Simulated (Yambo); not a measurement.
# AlAs: sweep of GW parameters

G0W0@LDA for AlAs (zinc blende, space group F-43m, No. 216) in Yambo. Reference settings: 4×4×4 Γ-centred k mesh, 104 bands and a 10 Ry block in the screening, 104 bands in G with the Bruneval-Gonze terminator, plasmon pole fitted at 27.2 eV. The LDA gap Γ → X on this mesh is 1.32 eV; G0W0 gaps are taken between the same points.

```csv
change from the reference,G0W0 gap Γ → X (eV),shift of the valence edge (eV),rough Yambo cost
reference settings,2.41,-0.96,1
"37 bands in W, 37 bands in G",2.33,-0.71,about 1/3
wavefunctions cut at 30 Ry,2.37,-0.88,about 1/2
exchange cut at 20 Ry,2.37,-0.89,–
exchange cut at 40 Ry,2.41,-0.96,–
exchange cut at 10 Ry,2.25,-0.68,–
"37 bands in W, 37 bands in G, 4 Ry block",2.25,-0.63,about 1/4
2 Ry block,2.09,-0.58,within a factor of two
4 Ry block,2.27,-0.80,within a factor of two
8 Ry block,2.39,-0.94,within a factor of two
6×6×6 mesh,2.40,-0.98,about 6×
"23 bands in W, 23 bands in G, no terminator",2.19,-0.18,about 1/5
"37 bands in W, 37 bands in G, 4 Ry block, no terminator",2.19,-0.46,about 1/4
"37 bands in W, 37 bands in G, no terminator",2.22,-0.48,about 1/3
"78 bands in W, 78 bands in G, 4 Ry block, no terminator",2.25,-0.73,within a factor of two
```

The reference isn't shown to be the converged limit. Costs are rough (shared machines), scaled to the same edge states, and given only for runs that recompute the screening.

Spin-orbit splittings are left out.

The standard potential for As keeps a d shell in the valence without the s and p states of that shell. In tests on such compounds this moved G0W0 gaps by up to about 0.9 eV, so absolute quasiparticle energies here are unreliable; differences between settings are what counts.

Geometry relaxed with LDA; primitive cell a = 3.9764 Å, b = 3.9764 Å, c = 3.9764 Å, α = 60.00°, β = 60.00°, γ = 60.00°.

A shift is the quasiparticle energy of the state minus its LDA energy.
